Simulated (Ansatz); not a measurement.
# Data sheet: Rh (DFT)

Rh:
```xyz
4
Lattice="2.6578 0.0000 0.0000 -1.3289 2.3017 0.0000 0.0000 0.0000 8.6601" Properties=species:S:1:pos:R:3 pbc="T T T"
Rh     0.0000     0.0000     0.0000
Rh     0.0000     0.0000     4.3300
Rh     0.0000     1.5345     2.1650
Rh     1.3289     0.7672     6.4951
```

Space group P6_3/mmc (No. 194), dhcp (α-La type); conventional cell a = 2.6578 Å, b = 2.6578 Å, c = 8.6601 Å, α = 90.00°, β = 90.00°, γ = 120.00°.

Method: LDA (plane waves, PAW; program Ansatz). The cell and atoms are relaxed at this level. Other levels are named where they apply.

### Cell and energy

```
Item                   Value
---------------  -----------
Volume per atom     13.24 Å³
Density          12.90 g/cm³
```

### Electronic structure

```
Quantity                                                                   Result
------------------------------------  -------------------------------------------
Electronic character                                            metallic (no gap)
Density of states at the Fermi level  1.3 states/eV per atom (mean over ±0.08 eV)
```

### Mechanics

```
Item                                                                                          Value
--------------------------------------------  -----------------------------------------------------
Bulk modulus (Birch–Murnaghan fit)                                                          316 GPa
Pressure derivative B′                                                                          5.1
Elastic constants (relaxed ions, GPa)         C11 = 552, C12 = 203, C13 = 189, C33 = 580, C44 = 132
Mechanical stability                                         stable (all eigenvalues of C positive)
Hill bulk and shear moduli                                                          316 and 159 GPa
Young's modulus                                                                             408 GPa
Poisson's ratio                                                                                0.28
Debye temperature from the elastic constants                                                  492 K
```

The workflow started from a Materials Project entry (that database holds measured and hypothetical structures alike); the Crystallography Open Database copy checked does not list it. It is not the phase usual at ambient conditions (space group No. 225). The cell was relaxed with LDA under the symmetry of its start; its stability against distortions is not shown here. The run is not spin-polarised. As this level gives no gap, shear constants depend on the k-mesh and smearing (Fermi–Dirac, 0.1 eV here). Axis ratios of metals converge slowly with the k-mesh, so a and c are less sure than the volume. On the denser mesh and wider smearing of the elastic run this cell carries a stress of 0.6 GPa. Scalar-relativistic: spin–orbit coupling is off unless named, which matters more the heavier the elements.

Potentials: the later of the program's two PAW sets.
